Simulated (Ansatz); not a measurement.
Conduction electrons in ScAl (Pm-3m)

```yaml
crystal:
  lattice:
    - [3.34515, 0.00000, 0.00000]
    - [0.00000, 3.34515, 0.00000]
    - [0.00000, 0.00000, 3.34515]
  atoms:
    - { symbol: Sc, position: [0.50000, 0.50000, 0.50000] }
    - { symbol: Al, position: [0.00000, 0.00000, 0.00000] }
```

Computed, not measured; unless marked otherwise by PBEsol, all-electron LAPW in Ansatz 0.2.0, scalar-relativistic. k mesh 10×10×10, fine mesh 16×16×16, Fermi-Dirac smearing of 0.080 eV, basis error target 1 meV/atom. The cell was relaxed by PAW under this functional. This phase needn't be the one found at ambient conditions.

Levels and slopes are solved on a 16×16×16 mesh, and each state is taken as quadratic over its cell.

(1) What is the density of states at the Fermi level, and which bare Sommerfeld coefficient follows?

(2) What Drude plasma energy and σ/τ do the band velocities give?

(3) Which bands cross the Fermi level, and what do they carry?

(4) Map the plane k₃ = 0 of the mesh: how many bands lie under the Fermi level at each point, counted from the least on the plane?

(5) On PAW files the program sums the optical response inside the mesh cells, interband lines and its own Drude term. Where does ε₁ rise through zero (a sharp plasmon if ε₂ is small there), and how much light is reflected?

(6) What does PAW give for the same cell?

Answers

(1) N(E_F) = 0.379 states/eV/atom (both spins), so γ = (π²/3) k_B² N(E_F) = 0.893 mJ/(mol-atom K²) without electron-phonon or spin-fluctuation enhancement.

(2) (ħω_p,α)² = (e²/ε₀VN_k) Σ_nkσ (∂E/∂k_α)² δ(E − E_F) gives ħω_p = (3.57, 3.57, 3.57) eV along x, y, z, and σ/τ = ε₀ω_p² = 2.61×10²⁰ Ω⁻¹m⁻¹s⁻¹ along x. Weighted by the density of states, the mean Fermi speed is 0.473×10⁶ m/s; the surface has an area of 7.82 Å⁻² for each spin direction.

(3) 

| band | filled part | N (states/eV/cell) | speed (10⁶ m/s) | 5th to 95th percentile | area (Å⁻²) | filling |
| --- | --- | --- | --- | --- | --- | --- |
| 1 | 0.94 | 0.425 | 0.407 | 0.23 to 0.61 | 3.77 | nearly full |
| 2 | 0.06 | 0.333 | 0.558 | 0.49 to 0.68 | 4.05 | nearly empty |

(4) k₁ runs to the right and k₂ upwards, each from −½ to ½ with 0 in the middle (the axes needn't be at right angles):
```
2221110000011122
2211111000111112
1111111111111111
1111111111111111
1111111111111111
0011111111111110
0001111111111100
0001111111111100
0001111111111100
0011111111111110
1111111111111111
1111111111111111
1111111111111111
2211111000111112
2221110000011122
2221110000011122
```

(5) 

```
Fine mesh                         : 16, 16, 16
Window top                        : 25 eV
Line width                        : 0.25 eV
Drude damping                     : 0.03 eV
ε₁ rises through zero at x        : 0.59, 4.87, 14.11 eV
ε₂ there x                        : 13.81, 6.11, 0.12
Plasma energy (x, y, z)           : 3.551, 3.551, 3.551 eV
Reflectivity at 1 eV, x-polarised : 0.5044
Reflectivity at 2 eV, x-polarised : 0.6245
Reflectivity at 3 eV, x-polarised : 0.5316
```

The plasma energy here is the program's own sum at the run's smearing; it differs from the value above by up to 1 %, through mesh and smearing.

(6) N(E_F) = 0.379 states/eV/atom and ħω_p,x = 3.57 eV.

Keep in mind: these sums move with the mesh, by several per cent and more for small sheets; frozen-core PAW files fitted under PBE, their cores solved anew for the functional of the run.
